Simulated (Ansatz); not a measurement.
A: Cu₂O (cuprite type, space group Pn-3m), a = b = c = 4.2991 Å, α = β = γ = 90.00°
B: CdO (rock salt), a = b = c = 4.7683 Å, α = β = γ = 90.00°
C: MgO (rock salt), a = b = c = 4.254 Å, α = β = γ = 90.00°

Scan: energy over volume and axial ratio (atoms clamped). One method and one kind of scan serve all of them; meshes and ranges differ. All were relaxed with their symmetry unable to fall. Cu2O is run without spin polarisation. The PAW data are Ansatz's earlier set.

Problem. Rank these by shear modulus C′ = (C11 − C12)/2 (fitted) (lowest first), as PBE (plane waves to 420 eV, PAW, scalar-relativistic; Ansatz, a first-principles code) gives it.

Solution. A (10 GPa), B (40 GPa), C (88 GPa)

(Under strain, the slope of the energy per volume gives the stress and its curvature an elastic modulus.)
